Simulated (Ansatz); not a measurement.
Starting cell, Na (bcc, W type):

```
CELL_PARAMETERS angstrom
     -4.19680     4.19680     4.19680
      0.00000     0.00000     4.19680
      0.00000     4.19680     0.00000
ATOMIC_POSITIONS crystal
  Na 0.00000 0.00000 0.00000
  Na 0.50000 0.00000 0.00000
```

A phonon eigenvector at H = (0.5, 0.5, 0.5) is frozen into this cell: atom i moves by Q times the vector below, so Q is the largest atomic displacement, in Å. The cell is held. It is one choice among 3 degenerate patterns. (q is in reciprocal vectors of the primitive cell; the cell shown is doubled to hold the pattern.)

```json
[
 {"atom": "Na1", "x": "0.000", "y": "0.000", "z": "-1.000"},
 {"atom": "Na2", "x": "0.000", "y": "0.000", "z": "1.000"}
]
```

The numbers are results of PBE (plane waves to 420 eV, PAW, scalar-relativistic; Ansatz, an electronic-structure program), not measurements. k mesh 16×16×16 (Γ-centred), Fermi-Dirac smearing 0.05 eV. With partly filled bands, energies and forces of such displacements shift with the k mesh and the smearing. Na was relaxed with its symmetry unable to fall. The PAW data are Ansatz's earlier set. 

```csv
Q (Å),−dE/dQ from forces (eV/Å)
-0.100,0.256
-0.083,0.214
-0.067,0.172
-0.050,0.129
-0.033,0.086
-0.017,0.043
0.000,0.000
0.017,-0.043
0.033,-0.086
0.050,-0.129
0.067,-0.172
0.083,-0.214
0.100,-0.256
```

Problem. What harmonic wavenumber does the curvature at Q = 0 give?

Solution. 124 cm⁻¹. E″ = 2.59 eV/Å², M = Σ mᵢ|uᵢ|² = 46.0 u, ν̃ = 521.5·√(|E″|/M).

(For displaced atoms, the force is minus the slope of the energy, and its curvature is a force constant, which sets phonon frequencies.)
